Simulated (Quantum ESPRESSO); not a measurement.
Zr2AuAl3WPt, one composition in several site orders

Computed values, not a measurement. The program is pw.x of Quantum ESPRESSO 7.5 (plane-wave density functional theory). The cell is made up: eight metal atoms on a hexagonal close-packed lattice, with elements, volume, strain and displacements drawn at random and not relaxed, so it may be unstable or far from any real phase. PseudoDojo standard norm-conserving files set the functional (PBE unless stated); there is no spin polarisation or spin-orbit coupling, the Fermi-Dirac width of 0.25 eV means electrons at about 2900 K, and the masses in the input are unused placeholders. Heavy elements are run without spin-orbit coupling, which real alloys of them have. A spin test at this wide smearing found no moment, but such smearing suppresses magnetism that the real alloy may have.

The runs put one composition on the sites in different orders. Cell, positions, cutoff, mesh and smearing stay as in the input of run 1; sites are counted in its order. Stress in the tables is positive in tension.

Input of run 1:

```
&control calculation='scf', pseudo_dir='./dojo.nc.sr.pbe.v0_5.standard.upf', outdir='./o', disk_io='minimal', tprnfor=.true., tstress=.true. /
&system ibrav=0, nat=8, ntyp=5, nbnd=55, ecutwfc=84.00895049, nosym=.true., tot_charge=0,
 occupations='smearing', smearing='fd', degauss=0.0183746611
/
&electrons conv_thr=1.470e-08, electron_maxstep=70, mixing_beta=0.5 /
ATOMIC_SPECIES
Al 1.0 Al.upf
Au 1.0 Au.upf
Pt 1.0 Pt.upf
W 1.0 W.upf
Zr 1.0 Zr.upf
CELL_PARAMETERS angstrom
2.9086 -0.0117 -0.0005
-0.0203 5.0766 -0.0447
-0.0017 -0.0842 9.4313
ATOMIC_POSITIONS angstrom
Zr 0.0427 -0.0456 0.0098
Au -0.0002 -0.035 4.7789
Al -0.1107 1.6297 2.2816
Al -0.0075 1.5749 6.9973
W 1.4232 2.5575 -0.0545
Pt 1.4576 2.5118 4.6783
Al 1.296 4.2836 2.2536
Zr 1.2771 4.0671 7.052
K_POINTS automatic
8 5 3 1 1 1
```

| run | elements on sites 1 to 8 | free energy less that of run 1 (eV) | -TS (eV) | pressure (GPa) | stress xx (GPa) | stress yy (GPa) | stress zz (GPa) | stress yz (GPa) | stress xz (GPa) | stress xy (GPa) | iterations |
| --- | --- | --- | --- | --- | --- | --- | --- | --- | --- | --- | --- |
| 1 | Zr Au Al Al W Pt Al Zr | 0.000 | -1.018 | 4.03 | -6.53 | -6.93 | 1.36 | -0.46 | -1.07 | 1.10 | 17 |
| 2 | Al W Zr Al Al Au Pt Zr | -0.771 | -1.113 | 3.01 | -1.31 | -4.26 | -3.45 | -1.56 | 1.38 | 0.41 | 17 |
| 3 | Zr W Al Al Al Pt Au Zr | 0.409 | -1.242 | 4.00 | -1.75 | -3.81 | -6.44 | -1.01 | 0.01 | 0.49 | 18 |
| 4 | Pt Zr W Zr Al Al Al Au | -0.878 | -1.137 | 1.00 | -1.95 | 0.89 | -1.95 | -4.06 | -0.43 | 0.26 | 16 |
| 5 | Zr Zr Al Al Pt Au Al W | -0.491 | -1.205 | 3.98 | -3.51 | -4.64 | -3.78 | -1.32 | -0.40 | -0.01 | 15 |
| 6 | Pt Au Zr Al W Al Al Zr | -0.810 | -1.222 | 3.39 | -2.47 | -4.58 | -3.13 | -0.31 | 0.17 | 1.20 | 16 |

Forces Fx Fy Fz (eV/Å):

| site | run 1 | run 2 | run 3 | run 4 | run 5 | run 6 |
| --- | --- | --- | --- | --- | --- | --- |
| 1 | -0.60 0.86 0.60 | -0.25 0.01 0.57 | -0.59 1.12 0.35 | -0.22 0.18 0.85 | -0.46 0.54 -0.72 | -0.35 0.14 -0.10 |
| 2 | -0.19 0.32 -1.07 | 0.07 -0.02 -1.43 | -0.07 0.24 -0.87 | -0.15 -0.10 -1.90 | -0.10 -0.36 -1.08 | -0.21 0.08 -0.63 |
| 3 | 0.03 0.91 0.81 | 0.06 0.75 1.08 | -0.03 0.67 1.28 | 0.11 0.61 0.03 | -0.13 0.94 0.00 | -0.05 1.29 -0.07 |
| 4 | -0.44 -0.07 -0.13 | -0.38 -0.38 0.01 | -0.41 -0.31 -0.69 | -0.45 0.15 1.60 | -0.19 0.77 1.16 | -0.40 -0.05 0.58 |
| 5 | 0.22 -0.62 0.27 | -0.05 -0.29 0.06 | 0.17 -0.78 0.49 | -0.03 0.05 0.87 | 0.06 -0.86 0.82 | 0.32 -0.41 -0.32 |
| 6 | -0.01 -0.27 -0.63 | -0.14 -0.33 -0.28 | 0.02 -0.58 -0.44 | -0.20 -0.24 -1.12 | -0.06 -0.42 -0.96 | -0.09 -0.03 -0.01 |
| 7 | 0.43 -0.95 1.40 | 0.24 -0.53 -0.12 | 0.43 -0.86 1.34 | 0.26 -0.48 -0.50 | 0.63 -0.87 0.71 | 0.13 -1.06 -0.24 |
| 8 | 0.57 -0.17 -1.24 | 0.45 0.78 0.12 | 0.48 0.50 -1.47 | 0.68 -0.16 0.17 | 0.24 0.26 0.06 | 0.65 0.04 0.80 |

The sites are displaced and not relaxed, so the energy differences mix bonding between neighbours with strain and are not ordering energies. A rerun of one cell of this series at a higher cutoff and on a denser mesh moved values by no more than 0.018 eV in energy, 0.15 GPa in stress and 0.011 eV/Å in force, and a second program with other atomic files agreed on that cell to 2 % rms in force and 0.5 GPa in pressure.